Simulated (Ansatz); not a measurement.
Relaxed-ion elastic tensor of RuW in space group P-6m2 (No. 187; Ru on 1b, W on 1e) in GPa (Voigt order), PBEsol in the plane-wave PAW code Ansatz; density 16.28 g/cm³, 14.53 Å³ per atom.

```json
[
 {"": "1", "1": "496", "2": "277", "3": "188", "4": "0.0", "5": "0.0", "6": "0.0"},
 {"": "2", "1": "277", "2": "496", "3": "188", "4": "0.0", "5": "0.0", "6": "0.0"},
 {"": "3", "1": "188", "2": "188", "3": "621", "4": "0.0", "5": "0.0", "6": "0.0"},
 {"": "4", "1": "0.0", "2": "0.0", "3": "0.0", "4": "120", "5": "0.0", "6": "0.0"},
 {"": "5", "1": "0.0", "2": "0.0", "3": "0.0", "4": "0.0", "5": "120", "6": "0.0"},
 {"": "6", "1": "0.0", "2": "0.0", "3": "0.0", "4": "0.0", "5": "0.0", "6": "110"}
]
```

Question: Is the crystal mechanically stable?

Answer: Yes: the smallest eigenvalue of C is 110 GPa.

Question: Work out the Voigt, Reuss and Hill averages.

Answer: K_V = 325, K_R = 324, K_H = 324; G_V = 134, G_R = 126, G_H = 130 GPa.

Question: Give Young's modulus, Poisson's ratio, Pugh's ratio and the universal anisotropy index.

Answer: E = 9KG/(3K + G) = 344 GPa; ν = 0.32; K/G = 2.50 (ductile by the Pugh limit of 1.75); A_U = 5G_V/G_R + K_V/K_R − 6 = 0.31.

Question: Estimate the sound speeds and the Debye temperature.

Answer: v_l = √((K + 4G/3)/ρ) = 5530 m/s, v_t = √(G/ρ) = 2820 m/s, mean 3160 m/s; Θ = (h/k)(3n/4πV)^(1/3) v_m = 386 K.

Question: Solve the Christoffel equation for the three sound speeds along x, y, z.

Answer: Eigenvalues of C_ijkl n_j n_l equal ρv². In km/s, slowest first: x 2.59, 2.71, 5.52; y 2.59, 2.71, 5.52; z 2.71, 2.71, 6.18.

Question: How much does each axis shrink under pressure?

Answer: Linear compressibilities β_i = Σ_j S_ij (j = 1 to 3): x 1.1, y 1.1, z 0.97 per TPa.

The first step of the workflow began from a Materials Project structure, measured or hypothetical; the Crystallography Open Database copy checked does not list it. With Ru and W taken as one species the cell has the higher symmetry P6_3/mmc, so it may be an ordered model of a mixed-site phase. Whether it is the stable phase at ambient conditions was not checked. The cell was relaxed with PBEsol under the symmetry of its start; its stability against distortions is not shown here. No spin polarisation was allowed. As this level gives no gap, shear constants depend on the k-mesh and smearing (Fermi–Dirac, 0.1 eV here). Spin–orbit coupling is left out wherever it is not named.

Potentials: the later of the program's two PAW sets.
